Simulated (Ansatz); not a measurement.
Structure relaxation, Si₂Ni

The start is a generated cell, Si2Ni built in the AFLOW prototype AB2_cF48_227_c_e (as in Ti2C). The cell and all atomic positions are relaxed at zero pressure with PBE (plane waves to 420 eV, PAW, scalar-relativistic; Ansatz, an electronic-structure program). The first steps use a coarse 4×4×4 k-mesh.

The start:
```
CELL_PARAMETERS angstrom
      0.00000     4.14199     4.14199
      4.14199     0.00000     4.14199
      4.14199     4.14199     0.00000
ATOMIC_POSITIONS crystal
  Ni 0.62500 0.62500 0.62500
  Ni 0.12500 0.62500 0.62500
  Ni 0.62500 0.12500 0.62500
  Ni 0.62500 0.62500 0.12500
  Si 0.87000 0.87000 0.87000
  Si 0.39000 0.87000 0.87000
  Si 0.87000 0.39000 0.87000
  Si 0.87000 0.87000 0.39000
  Si 0.38000 0.38000 0.38000
  Si 0.86000 0.38000 0.38000
  Si 0.38000 0.86000 0.38000
  Si 0.38000 0.38000 0.86000
```
Spin-polarised start, with parallel moments on Ni.

```yaml
largest_initial_force: about 6.8 eV/Å, on Si5, Si6, Si7, Si8, Si9, Si10, Si11, Si12 (atoms numbered as listed)
outcome: The space group stays Fd-3m (No. 227) (the run could not lower it); the end is AFLOW prototype AB2_cF48_227_c_e (as in Ti2C), with 12 atoms in the primitive cell
energy_released: 1.16 to 1.17 eV/atom (the two k-meshes of the run give this range)
volume_change: +16.1 %, from 11.84 to 13.75 Å³/atom
Shortest distances (start → end): "The closest pairs of elements (up to four, under 3.6 Å), start → end: Ni–Si 2.03 → 2.39 Å; Si–Si 2.81 → 2.51 Å; Ni–Ni 2.93 → 3.08 Å"
moments_at_the_end: zero (the starting moments vanished)
optimiser_moves: 11
```

It ends as:

```cif
data_Ni16Si32
_chemical_formula_sum 'Ni16 Si32'
_space_group_name_H-M_alt 'Fd-3m :1'
_space_group_IT_number 227
_space_group_name_Hall 'F 4d 2 3 -1d'
_cell_length_a 8.70685
_cell_length_b 8.70685
_cell_length_c 8.70685
_cell_angle_alpha 90.000
_cell_angle_beta 90.000
_cell_angle_gamma 90.000
loop_
_atom_site_label
_atom_site_type_symbol
_atom_site_symmetry_multiplicity
_atom_site_Wyckoff_symbol
_atom_site_fract_x
_atom_site_fract_y
_atom_site_fract_z
_atom_site_occupancy
Ni1 Ni 16 c 0.12500 0.12500 0.12500 1
Si1 Si 32 e 0.39806 0.39806 0.39806 1
```
(The calculation used a cell of 12 atoms; values per cell refer to that cell.)

Final values are on a 8×8×8 k-mesh of the relaxed cell. No spin polarisation in the result: the starting moments vanished. A magnetic state may lie lower.

The run could not lose the symmetry of its start, so the end can be a saddle point.

The relaxed structure here is a generated cell of Si2Ni: the first start was made by placing the elements on the sites of a structure type, and the end was not matched to a known phase here, so it may be hypothetical. Known forms of Si2Ni include space group No. 225.
